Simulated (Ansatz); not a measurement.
MoSe₂:
```yaml
crystal:
  lattice:
    - [0.00000, 3.09982, 3.09982]
    - [3.09982, 0.00000, 3.09982]
    - [3.09982, 3.09982, 0.00000]
  atoms:
    - { symbol: Mo, position: [0.00000, 0.00000, 0.00000] }
    - { symbol: Se, position: [0.25000, 0.25000, 0.25000] }
    - { symbol: Se, position: [0.75000, 0.75000, 0.75000] }
```

Relaxed with PBE. Special points in fractions of this cell's reciprocal vectors: Γ (0.000, 0.000, 0.000); X (0.500, 0.000, 0.500); U (0.625, 0.250, 0.625); K (0.375, 0.375, 0.750); L (0.500, 0.500, 0.500); W (0.500, 0.250, 0.750).

Question: List the band energies nearest the Fermi level at these points for PBE with spin–orbit coupling in the plane-wave PAW code Ansatz.

Answer: In eV from the Fermi level; about four levels below and three above (degenerate sets whole), none deeper than 8.9 eV; points with the same levels are listed once.

| k | below | above |
|---|---|---|
| Γ | -0.11 -0.11 -0.11 -0.11 | 3.69 3.69 3.71 3.71 3.71 3.71 |
| X | -0.66 -0.66 -0.04 -0.04 | 1.24 1.24 1.36 1.36 |
| U | -2.00 -2.00 -0.19 -0.19 | 0.10 0.10 0.46 0.46 |
| L | -0.47 -0.47 -0.39 -0.39 | 1.19 1.19 3.53 3.53 |
| W | -2.08 -2.08 -0.18 -0.18 | 0.33 0.33 0.96 0.96 |

Space group Fm-3m (fluorite or antifluorite type). A made-up cell: these elements were put on the sites of a structure type; neither database checked (COD, Materials Project) lists it. It is not the phase usual at ambient conditions (space group No. 194). The cell was relaxed with PBE under the symmetry of its start; its stability against distortions is not shown here. The run is not spin-polarised.

Potentials: the earlier of the program's two PAW sets.
